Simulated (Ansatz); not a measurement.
The relaxed structure here is a generated cell of Ir: the first start was made by placing the elements on the sites of a structure type, and the end was not matched to a known phase here, so it may be hypothetical. Known forms of Ir include space group No. 225.

A relaxed cell of Ir (I4₁/amd (No. 141)), relaxed on a k-mesh at least as fine as the one used below. Calculation: PBEsol (plane waves to 420 eV, PAW, scalar-relativistic; Ansatz, a first-principles code). Γ-centred k-mesh 14×14×14 on the run's cell (coarser than for final values), Fermi–Dirac smearing 0.05 eV.

```xyz
4
Lattice="-4.8038 4.8038 2.7174 0.0000 0.0000 2.7174 2.4019 2.4019 -1.3587" Properties=species:S:1:pos:R:3 pbc="T T T"
Ir     0.0000     2.4019     0.6794
Ir    -2.4019     4.8038     2.0381
Ir     0.0000     0.0000     0.0000
Ir    -2.4019     2.4019     1.3587
```

The atoms are displaced along an unstable phonon of this cell by (Å):

| atom | ux | uy | uz |
|---|---|---|---|
| Ir1 | 0.000 | 0.000 | -0.150 |
| Ir2 | 0.000 | 0.000 | 0.150 |
| Ir3 | -0.060 | -0.060 | 0.000 |
| Ir4 | 0.060 | 0.060 | 0.000 |

Question: What forces (eV/Å) and pressure result?

Answer: 
| atom | Fx | Fy | Fz |
|---|---|---|---|
| Ir1 | 0.00 | 0.00 | -0.31 |
| Ir2 | 0.00 | 0.00 | 0.31 |
| Ir3 | -0.10 | -0.10 | 0.00 |
| Ir4 | 0.10 | 0.10 | 0.00 |

Pressure -0.7 GPa.

The undisplaced cell is probably no minimum: from this displacement the run went on to Cmcm (No. 63), 0.14 eV/atom below it.

No spin polarisation in the result.
